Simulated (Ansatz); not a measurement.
BaZrO3:
```
BaZrO3
1.0
    4.18066     0.00000     0.00000
    0.00000     4.18066     0.00000
    0.00000     0.00000     4.18066
Ba Zr O
1 1 3
Direct
  0.00000   0.00000   0.00000
  0.50000   0.50000   0.50000
  0.50000   0.00000   0.50000
  0.00000   0.50000   0.50000
  0.50000   0.50000   0.00000
```

Relaxed with PBEsol.

Q: Decompose the optical modes at the zone centre into irreducible representations, and say which are infrared and Raman allowed.

A: Point group m-3m: Γ_opt = 3T1u + T2u. Infrared: T1u. Raman: none.

Q: Assign frequencies (DFPT, DFT-PBEsol in the program Ansatz with PAW potentials; without the LO–TO term).

A: T1u 88, T2u 175, T1u 189, T1u 502 cm⁻¹.

Space group Pm-3m (cubic perovskite). The cell was relaxed with PBEsol under the symmetry of its start. At this level the phase is dynamically unstable (imaginary phonons). No spin polarisation was allowed. Spin–orbit coupling is left out wherever it is not named.

Potentials: the later of the program's two PAW sets.
